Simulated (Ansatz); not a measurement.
TaS2:
```
TaS2
1.0
   -2.42973     2.42973     4.92049
    2.42973    -2.42973     4.92049
    2.42973     2.42973    -4.92049
Ta S
2 4
Direct
  0.50000   0.50000   0.00000
  0.25000   0.75000   0.50000
  0.24481   0.24481   0.00000
  0.99481   0.49481   0.50000
  0.50519   0.00519   0.50000
  0.75519   0.75519   0.00000
```

Relaxed with PBE. Special points in fractions of this cell's reciprocal vectors: Γ (0.000, 0.000, 0.000); X (0.000, 0.000, 0.500); P (0.250, 0.250, 0.250); N (0.000, 0.500, 0.000); M (0.500, 0.500, -0.500); S (0.311, 0.689, -0.311); S0 (-0.311, 0.311, 0.311); R (-0.122, 0.122, 0.500); G (0.500, 0.500, -0.122).

**Question.** List the band energies nearest the Fermi level at these points for plane-wave PAW PBE (Ansatz code).

**Answer.** In eV from the Fermi level; about four levels below and three above (degenerate sets whole), none deeper than 8.9 eV; points with the same levels are listed once.

```csv
k,below,above
Γ,-0.83 -0.83 -0.23 -0.23,0.19 1.15 1.22
X,-3.45 -3.45 -0.84 -0.84,1.53 1.53 2.35 2.35
P,-2.79 -2.79 -0.92 -0.92,1.71 1.71 1.95 1.95
N,-2.79 -1.71 -1.40 -0.59,1.28 1.31 1.46
M,-0.79 -0.79 -0.77 -0.77,1.32 1.32 2.44 2.44
S,-2.38 -2.29 -1.96 -1.14,0.79 1.39 1.50
R,-3.42 -3.42 -1.09 -1.09,0.95 0.95 2.12 2.12
```

Space group I4_1/amd (anatase). A made-up cell: these elements were put on the sites of a structure type; neither database checked (COD, Materials Project) lists it. It is not the phase usual at ambient conditions (space group No. 164). The PBE relaxation kept the symmetry of its start; its stability against distortions is not shown here. The run is not spin-polarised. Scalar-relativistic: spin–orbit coupling is off unless named, which matters more the heavier the elements.

Potentials: the later of the program's two PAW sets.
